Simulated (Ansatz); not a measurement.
GaAs (zinc blende, F-43m), plane-wave PAW LDA (Ansatz code). The conduction-band minimum lies at Γ, with 1 equivalent valley. Second derivatives d²E/dk² of the lowest band at one valley (eV·Å²), along Cartesian directions:

```json
[
 {"direction": "[100]", "d²E/dk²": "268.7"},
 {"direction": "[010]", "d²E/dk²": "268.7"},
 {"direction": "[001]", "d²E/dk²": "268.7"},
 {"direction": "[110]", "d²E/dk²": "268.4"},
 {"direction": "[101]", "d²E/dk²": "268.4"},
 {"direction": "[011]", "d²E/dk²": "268.4"}
]
```

Question: Find the principal effective masses, the density-of-states mass and the conductivity mass.

Answer: Off-diagonal terms follow from H_xy = H[110] − (H_xx + H_yy)/2, and m*/mₑ = 7.620 eV·Å² over each eigenvalue: 0.028, 0.028, 0.028. One valley's DOS mass (m₁m₂m₃)^(1/3) = 0.028, conductivity mass 3/(Σ 1/mᵢ) = 0.028 mₑ.

Question: What effective density of states Nc follows at 300 K for parabolic valleys?

Answer: Nc = 2.509e19 × 1 × (0.028)^(3/2) ≈ 1.2e17 cm⁻³.

Question: With the computed static dielectric constant 15.8 (mean of the diagonal), estimate a hydrogenic donor's binding energy and radius.

Answer: E = 13.606 eV × 0.028/15.8² ≈ 1.5 meV; a = 0.529 Å × ε/m* ≈ 300 Å. Semilocal masses tend to be too small when the gap is underestimated.

Question: With ε∞ = 14.0 and ω_LO = 286 cm⁻¹, what Fröhlich coupling constant follows?

Answer: α = (1/ε∞ − 1/ε0) √(m* × 13.606 eV/ħω_LO) = 0.027.

The cell was relaxed with LDA under the symmetry of its start. Spin–orbit coupling is left out wherever it is not named.

Potentials: the earlier of the program's two PAW sets. The files were generated under PBE; for other functionals the program regenerates the frozen cores, and for LDA and PBEsol the local potential too.
